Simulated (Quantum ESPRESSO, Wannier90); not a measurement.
## Wannierisation of Hf (P6/mmm, model phase)

Cell from Materials Project (mp-1009460), symmetrised, no further relaxation. This isn't the element's usual structure (hcp); take it as a model of another phase. Computed values, not measurements, from PBEsol: Quantum ESPRESSO (norm-conserving PseudoDojo potentials, cutoff 47 Ry, spinors with spin-orbit coupling) on a Γ-centred 4×4×6 mesh, then Wannier90. Density: 12×12×14 mesh, cold smearing 0.01 Ry.

On the energy scale of pw.x, whose zero is arbitrary, the Fermi level lies at 14.57 eV.

Input w.win:

```
num_bands = 2
num_wann = 2
exclude_bands = 3-106
spinors = true
num_iter = 1000
conv_tol = 1.0e-6
conv_window = 4
write_hr = true
write_u_matrices = true
auto_projections = true
begin unit_cell_cart
ang
    4.9623300684    0.0000000000    0.0000000000
   -2.4811650342    4.2975039012    0.0000000000
    0.0000000000    0.0000000000    3.0862300000
end unit_cell_cart
begin atoms_frac
Hf  -0.3333333333  0.3333333333  0.5000000000
Hf   0.3333333333 -0.3333333333  0.5000000000
Hf   0.0000000000  0.0000000000  0.0000000000
end atoms_frac
mp_grid = 4 4 6
begin kpoints
0.0000000000 0.0000000000 0.0000000000
0.0000000000 0.0000000000 0.1666666667
0.0000000000 0.0000000000 0.3333333333
... (93 more lines: the 4x4x6 mesh through Gamma)
end kpoints
```

Input of pw2wannier90.x that gives the overlap and projection files (equivalent; here they were cut from one run over all bands):

```
&inputpp
  outdir = './out'
  prefix = 'pwscf'
  seedname = 'w'
  write_amn = .true.
  write_mmn = .true.
  scdm_proj = .true.
  scdm_entanglement = 'isolated'
/
```

Output w.wout (banner and timings cut):

```
                                    ------
                                    SYSTEM
                                    ------

                              Lattice Vectors (Ang)
                    a_1     4.962330   0.000000   0.000000
                    a_2    -2.481165   4.297504   0.000000
                    a_3     0.000000   0.000000   3.086230

                   Unit Cell Volume:      65.81581  (Ang^3)

                        Reciprocal-Space Vectors (Ang^-1)
                    b_1     1.266176   0.731027  -0.000000
                    b_2     0.000000   1.462055   0.000000
                    b_3     0.000000  -0.000000   2.035877

 *----------------------------------------------------------------------------*
 |   Site       Fractional Coordinate          Cartesian Coordinate (Ang)     |
 +----------------------------------------------------------------------------+
 | hf   1  -0.33333   0.33333   0.50000   |   -2.48117   1.43250   1.54312    |
 | hf   2   0.33333  -0.33333   0.50000   |    2.48117  -1.43250   1.54312    |
 | hf   3   0.00000   0.00000   0.00000   |    0.00000   0.00000   0.00000    |
 *----------------------------------------------------------------------------*
                                ------------
                                K-POINT GRID
                                ------------

             Grid size =  4 x  4 x  6      Total points =   96

 *---------------------------------- MAIN ------------------------------------*
 |  Number of Wannier Functions               :                 2             |
 |  Number of Objective Wannier Functions     :                 2             |
 |  Number of input Bloch states              :                 2             |
 |  Output verbosity (1=low, 5=high)          :                 1             |
 |  Timing Level (1=low, 5=high)              :                 1             |
 |  Optimisation (0=memory, 3=speed)          :                 3             |
 |  Length Unit                               :               Ang             |
 |  Post-processing setup (write *.nnkp)      :                 F             |
 |  Using Gamma-only branch of algorithms     :                 F             |
 *----------------------------------------------------------------------------*
 *------------------------------- WANNIERISE ---------------------------------*
 |  Total number of iterations                :              1000             |
 |  Number of CG steps before reset           :                 5             |
 |  Trial step length for line search         :             2.000             |
 |  Convergence tolerence                     :         0.100E-05             |
 |  Convergence window                        :                 4             |
 |  Iterations between writing output         :                 1             |
 |  Iterations between backing up to disk     :               100             |
 |  Write r^2_nm to file                      :                 F             |
 |  Write xyz WF centres to file              :                 F             |
 |  Write on-site energies <0n|H|0n> to file  :                 F             |
 |  Use guiding centre to control phases      :                 F             |
 |  Use phases for initial projections        :                 F             |
 *----------------------------------------------------------------------------*
 *-------------------------------- PLOTTING ----------------------------------*
 |  Plotting Hamiltonian in WF basis          :                 T             |
 *----------------------------------------------------------------------------*

 *---------------------------------- K-MESH ----------------------------------*
 +----------------------------------------------------------------------------+
 |                    Distance to Nearest-Neighbour Shells                    |
 |                    ------------------------------------                    |
 |          Shell             Distance (Ang^-1)          Multiplicity         |
 |          -----             -----------------          ------------         |
 |             1                   0.339313                      2            |
 |             2                   0.365514                      6            |
 |             3                   0.498732                     12            |
 |             4                   0.633088                      6            |
 |             5                   0.678626                      2            |
 |             6                   0.718285                     12            |
 |             7                   0.731027                      6            |
 |             8                   0.770800                     12            |
       ... (lines left out)
 +----------------------------------------------------------------------------+
 | The b-vectors are chosen automatically                                     |
 | The following shells are used:                       1,  2                 |
 +----------------------------------------------------------------------------+
 |                        Shell   # Nearest-Neighbours                        |
 |                        -----   --------------------                        |
 |                          1               2                                 |
 |                          2               6                                 |
 +----------------------------------------------------------------------------+
 | Completeness relation is fully satisfied [Eq. (B1), PRB 56, 12847 (1997)]  |
 +----------------------------------------------------------------------------+
 |                  b_k Vectors (Ang^-1) and Weights (Ang^2)                  |
 |                  ----------------------------------------                  |
 |            No.         b_k(x)      b_k(y)      b_k(z)        w_b           |
 |            ---        --------------------------------     --------        |
 |             1         0.000000    0.000000    0.339313     4.342795        |
 |             2         0.000000    0.000000   -0.339313     4.342795        |
 |             3         0.000000    0.365514    0.000000     2.495006        |
 |             4         0.316544    0.182757    0.000000     2.495006        |
 |             5         0.000000   -0.365514    0.000000     2.495006        |
 |             6         0.316544   -0.182757    0.000000     2.495006        |
 |             7        -0.316544   -0.182757    0.000000     2.495006        |
 |             8        -0.316544    0.182757    0.000000     2.495006        |
 +----------------------------------------------------------------------------+
 |                           b_k Directions (Ang^-1)                          |
 |                           -----------------------                          |
 |            No.           x           y           z                         |
 |            ---        --------------------------------                     |
 |             1         0.000000    0.000000    0.339313                     |
 |             2         0.000000    0.365514    0.000000                     |
 |             3         0.316544    0.182757    0.000000                     |
 |             4         0.316544   -0.182757    0.000000                     |
 +----------------------------------------------------------------------------+

 Starting a new Wannier90 calculation ...

 Reading overlaps from w.mmn

 Reading projections from w.amn

 *------------------------------- WANNIERISE ---------------------------------*
 +--------------------------------------------------------------------+<-- CONV
 | Iter  Delta Spread     RMS Gradient      Spread (Ang^2)            |<-- CONV
 +--------------------------------------------------------------------+<-- CONV

 ------------------------------------------------------------------------------
 Initial State
  WF centre and spread    1  (  0.000004, -0.000023,  0.000168 )     8.03337527
  WF centre and spread    2  ( -0.000004,  0.000023, -0.000168 )     8.07684297
  Sum of centres and spreads ( -0.000000, -0.000000,  0.000000 )    16.11021824

      0     0.161E+02     0.0000000000       16.1102182404  <-- CONV
        O_D=      9.7445986 O_OD=      5.5452716 O_TOT=     16.1102182 <-- SPRD
 ------------------------------------------------------------------------------
      1    -0.791E+01     2.5226456921        8.1994554330  <-- CONV
        O_D=      2.6031634 O_OD=      4.7759440 O_TOT=      8.1994554 <-- SPRD
      2    -0.330E+01     1.4911894952        4.9002415143  <-- CONV
        O_D=      0.9499975 O_OD=      3.1298959 O_TOT=      4.9002415 <-- SPRD
      3    -0.235E+01     1.5228586346        2.5476412023  <-- CONV
        O_D=      1.2332171 O_OD=      0.4940760 O_TOT=      2.5476412 <-- SPRD
      4    -0.161E+00     1.3359405043        2.3869234011  <-- CONV
        O_D=      1.1836873 O_OD=      0.3828880 O_TOT=      2.3869234 <-- SPRD
      5    -0.336E+00     1.0538851344        2.0512130069  <-- CONV
        O_D=      1.0245440 O_OD=      0.2063209 O_TOT=      2.0512130 <-- SPRD
       ... (lines left out)
     15    -0.119E-06     0.0003478599        0.8203481705  <-- CONV
        O_D=      0.0000000 O_OD=      0.0000000 O_TOT=      0.8203482 <-- SPRD
     16    -0.457E-07     0.0002342287        0.8203481248  <-- CONV
        O_D=      0.0000000 O_OD=      0.0000000 O_TOT=      0.8203481 <-- SPRD
     17    -0.115E-07     0.0001262817        0.8203481133  <-- CONV
        O_D=      0.0000000 O_OD=      0.0000000 O_TOT=      0.8203481 <-- SPRD
             <<<     Delta < 1.000E-06  over  4 iterations     >>>
             <<< Wannierisation convergence criteria satisfied >>>
 Final State
  WF centre and spread    1  (  0.000000,  0.000000,  0.000000 )     0.41017406
  WF centre and spread    2  ( -0.000000, -0.000000, -0.000000 )     0.41017406
  Sum of centres and spreads ( -0.000000, -0.000000,  0.000000 )     0.82034811

         Spreads (Ang^2)       Omega I      =     0.820348108
        ================       Omega D      =     0.000000002
                               Omega OD     =     0.000000003
    Final Spread (Ang^2)       Omega Total  =     0.820348113
```
